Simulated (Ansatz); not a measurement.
HfRh (CsCl type, space group No. 221) at seven volumes, PBEsol in the plane-wave PAW code Ansatz, scaled uniformly. One row is withheld.

```json
[
 {"V (Å³/atom)": "15.362", "P (GPa)": "?"},
 {"V (Å³/atom)": "15.869", "P (GPa)": "13.56"},
 {"V (Å³/atom)": "16.375", "P (GPa)": "6.24"},
 {"V (Å³/atom)": "16.882", "P (GPa)": "0.00"},
 {"V (Å³/atom)": "17.388", "P (GPa)": "-5.32"},
 {"V (Å³/atom)": "17.894", "P (GPa)": "-9.86"},
 {"V (Å³/atom)": "18.401", "P (GPa)": "-13.74"}
]
```

**Question.** Fit the shown pressures and predict the withheld one.

**Answer.** P = (3/2)B₀(x^(7/2) − x^(5/2))[1 + (3/4)(B′ − 4)(x − 1)] with x = (V₀/V)^(2/3). Least squares on the six rows gives V₀ = 16.882 Å³/atom, B₀ = 192 GPa, B′ = 4.30. At V = 15.362, x = 1.0649 and P = 22.20 GPa. The run itself gave 22.18 GPa.

Space group Pm-3m (CsCl type). The workflow started from an entry of the Crystallography Open Database (COD). Its standing as an ambient phase is unchecked. The cell was relaxed with PBEsol under the symmetry of its start; whether a distortion lowers the energy is not shown. No spin polarisation was allowed. Scalar-relativistic: spin–orbit coupling is off unless named, which matters more the heavier the elements.

Potentials: the later of the program's two PAW sets.
